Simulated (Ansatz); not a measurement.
Input and command of a plane-wave DFT calculation in Ansatz:

```yaml
crystal:
  lattice:
    - [-5.2773513497, -5.2773513497, 0.0]
    - [0.0, -5.2773513497, 5.2773513497]
    - [-5.2773513497, 0.0, 5.2773513497]
  atoms:
    - { symbol: Cu, position: [0.3333333333, 0.0, 0.0] }
    - { symbol: Cu, position: [0.0, 0.0, 0.0] }
    - { symbol: Cu, position: [0.6666666667, 0.3333333333, 0.0] }
    - { symbol: Cu, position: [0.3333333333, 0.3333333333, 0.0] }
    - { symbol: Cu, position: [0.0, 0.3333333333, 0.0] }
    - { symbol: Cu, position: [0.6666666667, 0.6666666667, 0.0] }
    - { symbol: Cu, position: [0.3333333333, 0.6666666667, 0.0] }
    - { symbol: Cu, position: [0.0, 0.6666666667, 0.0] }
    - { symbol: Cu, position: [0.6666666667, 0.0, 0.3333333333] }
    - { symbol: Cu, position: [0.3333333333, 0.0, 0.3333333333] }
    - { symbol: Cu, position: [0.0, 0.0, 0.3333333333] }
    - { symbol: Cu, position: [0.6666666667, 0.3333333333, 0.3333333333] }
    - { symbol: Cu, position: [0.3333333333, 0.3333333333, 0.3333333333] }
    - { symbol: Cu, position: [0.0, 0.3333333333, 0.3333333333] }
    - { symbol: Cu, position: [0.6666666667, 0.6666666667, 0.3333333333] }
    - { symbol: Cu, position: [0.3333333333, 0.6666666667, 0.3333333333] }
    - { symbol: Cu, position: [1.0, 0.6666666667, 0.3333333333] }
    - { symbol: Cu, position: [0.6666666667, 0.0, 0.6666666667] }
    - { symbol: Cu, position: [0.3333333333, 0.0, 0.6666666667] }
    - { symbol: Cu, position: [0.0, 0.0, 0.6666666667] }
    - { symbol: Cu, position: [0.6666666667, 0.3333333333, 0.6666666667] }
    - { symbol: Cu, position: [0.3333333333, 0.3333333333, 0.6666666667] }
    - { symbol: Cu, position: [1.0, 0.3333333333, 0.6666666667] }
    - { symbol: Cu, position: [0.6666666667, 0.6666666667, 0.6666666667] }
    - { symbol: Cu, position: [0.3333333333, 0.6666666667, 0.6666666667] }
    - { symbol: Cu, position: [0.0, 0.6666666667, 0.6666666667] }
basis:
  ecutwfc: 420
  xc_grid: 2
kpoints:
  mp_grid: { grid: [4, 4, 4], shift: [0.0, 0.0, 0.0] }
hamiltonian:
  xc: lda
scf:
  occupations: { method: gaussian, width: 0.1 }
output:
  forces: true
  stress: false
  eigenvalues: true
relax:
  adjacent_minimum: "off"
  f_tol: 0.025
  max_steps: 45
```

```bash
ansatz run input.yaml --threads 4 --pin off --max-ram 8192MiB --backend cpu --events-out ev --progress --plain --runs-dir out
```

Processor: Intel(R) Xeon(R) Processor @ 2.70GHz, 4 threads, on a host shared with other jobs.

**Question.** How long does it run, and how much memory does it take?

**Answer.** About 75 s on 4 threads of Intel(R) Xeon(R) Processor @ 2.70GHz, on a shared host, peak memory 2 GiB. It solves 297 bands at 8 k points (the mesh reduced by the symmetry that the task leaves, which can be less than the crystal's) with about 5769 plane waves, in 26 SCF iterations over 4 ionic steps.
